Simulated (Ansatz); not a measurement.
**Fields on a plane of BP (zinc blende)**

```
BP
1.0
    0.00000     2.26010     2.26010
    2.26010     0.00000     2.26010
    2.26010     2.26010     0.00000
P B
1 1
Cartesian
  3.39015   3.39015   3.39015
  0.00000   0.00000   0.00000
```

The slice is a {111} plane (indices of the conventional cell) through the point (0.000, 0.000, 0.000) (fractional), spanned by u = [100] and v = [-1 2 0] in vectors of this cell: u (3.20 Å) and v (5.54 Å, at 90° to u). It covers one period; positions are fractions (u, v).

Atoms on it: B at (0.00, 0.00); B at (0.50, 0.50). Other atoms lie within 1 Å of the plane.

Level of theory: PBEsol (plane waves to 420 eV, PAW, scalar-relativistic; Ansatz, a program for electronic structure). k mesh 13×13×13. Near the nuclei the fields are pseudised (PAW); where an atom keeps semicore shells as valence, they peak there. BP was relaxed with its symmetry unable to fall. The PAW data are Ansatz's earlier set.

```
|xxxx%%@@@@%%##%%@@@@%%xx|
|--**@@@@@@%%**%%@@@@@@**|
|++**%%@@@@**==**@@@@%%**|
|--==**####**++**####**==|
|....--++##%%%%%%##++--..|
|    ::++%%@@@@@@%%++::  |
|    ..==##@@@@@@##==..  |
|  ..::==**######**==::..|
|::--++++==xxxxxx==++++--|
|++**%%%%++xxxxxx++%%%%**|
|##%%@@@@%%xxxxxx%%@@@@%%|
|**%%@@@@@@**--**@@@@@@%%|
|==**@@@@%%**++**%%@@@@**|
|++**####**==--==**####**|
|%%%%##++--......--++##%%|
|@@@@%%++::      ::++%%@@|
|@@@@##==..      ..==##@@|
|####**==::..  ..::==**##|
|xxxx==++++--::--++++==xx|
|xxxx++%%%%**++**%%%%++xx|
```
Scale: ten equal steps from 0.04 (start of ' ') to 0.91 (end of '@'), in the order ' .:-=+*#%@'. Values: electron localisation function (ELF). The map has 12 points along u (two characters each, u = 0 at the left) and 20 along v (v = 0 in the bottom row). Points within 0.4 Å of a nucleus are blanked (x), as the pseudised field means little there.

```
|889999998888888888999999|
|889999999999889999999999|
|777777889988888899887777|
|445566778888888888776655|
|222244667799999977664422|
|001133557788998877553311|
|000022557799999977552200|
|112233557799999977553322|
|334455778899889988775544|
|666677889988668899887766|
|888888999999889999998888|
|889999999999889999999999|
|888899887777777777889988|
|888888776655445566778888|
|999977664422222244667799|
|998877553311001133557788|
|999977552200000022557799|
|999977553322112233557799|
|889988775544334455778899|
|668899887766666677889988|
```
Scale: ten equal steps from -1.17 (start of '0') to -0.10 (end of '9'), in the order '0123456789'. Values: log₁₀ of the valence density in e/Å³. The map has 12 points along u (two characters each, u = 0 at the left) and 20 along v (v = 0 in the bottom row). The scale is logarithmic, as a density can span decades between atoms and voids.
